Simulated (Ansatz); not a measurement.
**BaF2 (fluorite), generalised stacking-fault energy along a line**

Generalised stacking fault of BaF2 (fluorite) on the {100} plane. The cell below holds the perfect crystal with the plane normal along z; tilting its third vector by the shift puts one fault into each cell, between planes 1.56 Å apart, at fixed cell height.

```
BaF2
1.0
    4.41689     0.00000     0.00000
    0.00000     4.41689     0.00000
    2.20844     2.20844     9.36963
Ba F
3 6
Cartesian
  2.02441   2.02441   8.58883
  2.02441   2.02441   2.34241
  4.23285   4.23285   5.46562
  4.23285   2.02441   0.78080
  2.02441   4.23285   3.90401
  4.23285   2.02441   7.02722
  2.02441   4.23285   0.78080
  4.23285   2.02441   3.90401
  2.02441   4.23285   7.02722
```

In-plane vectors a = (4.417, 0.000) Å, b = (0.000, 4.417) Å, area 19.51 Å². The shift is s times the vector a (length 4.417 Å), so s = 1 restores the start. Atoms relax along the normal only. γ = [E(shift) − E(0)] / area.

All values below come from PBE (plane waves to 420 eV, PAW, scalar-relativistic; Ansatz, a quantum-chemistry and plane-wave program). k mesh 7×7×7 (Γ-centred), Fermi-Dirac smearing 0.05 eV. E is the zero-smearing estimate. Compression counts positive. Some relaxations began with atoms very close together and may have settled on another branch. Faults lie only 9.4 Å apart, and holding the cell height raises γ above its relaxed value. BaF2 was relaxed with its symmetry unable to fall. γ is measured from zero shift.

```
s      γ (mJ/m²)  σ normal to the fault (GPa)
-----  ---------  ---------------------------
0.000          0                          0.0
0.083         91                          0.6
0.167        280                          1.8
0.250        492                          2.9
0.333        690                          3.7
0.417        835                          4.2
0.500        888                          4.3
0.583        835                          4.2
0.667        690                          3.7
0.750        492                          2.9
0.833        280                          1.8
0.917         91                          0.6
```

Key numbers:

| Quantity | Result |
|---|---|
| Highest computed γ on the line | 888 mJ/m² |
| Position of the highest point | s = 0.500 |
| Local minima between the ends | no computed point is one |
| Steepest slope dγ/d(shift) before the first maximum (spline) | 5.8 GPa |

(The slope of γ gives the shear force per area between the displaced halves; near zero shift its curvature is an elastic stiffness.)
